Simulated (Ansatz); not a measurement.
## PtS$_{2}$: relaxed-ion elastic tensor

All numbers below come from Ansatz, DFT PBE, scalar-relativistic, plane waves, PAW. Plane waves to 420 eV; Γ-centred k mesh 12×12×4; fixed occupations. No spin polarisation.

Equilibrium structure at this level:
```xyz
3
Lattice="3.5765 0.0000 0.0000 -1.7883 3.0974 0.0000 0.0000 0.0000 6.4970" Properties=species:S:1:pos:R:3 pbc="T T T"
Pt    0.0000    0.0000    0.0000
S     0.0000    2.0649    1.2276
S     1.7883    1.0325    5.2694
```

It was relaxed at this level from a cell as deposited in COD. Spin–orbit coupling is left out, which matters for heavy elements. No dispersion correction is applied, so modes and constants that involve weak contacts between layers, chains or molecules come out too soft.

Q: Give the relaxed-ion elastic constants (GPa, Voigt order xx yy zz yz xz xy, on the Cartesian axes of the cell above).

A:
C11 = 134.7, C12 = 36.1, C13 = 1.3, C14 = -0.2, C22 = 134.7, C23 = 1.3, C24 = 0.2, C33 = 1.5, C44 = 0.4, C55 = 0.4, C56 = -0.2, C66 = 49.3 GPa; the others vanish.

Q: Is the crystal stable against homogeneous strain?

A: Yes: the least eigenvalue of the tensor is 0.4 GPa.

Q: And the moduli of a polycrystal (Hill averages)?

A: B = 20 GPa, G = 13 GPa, E = 32 GPa, ν = 0.23.
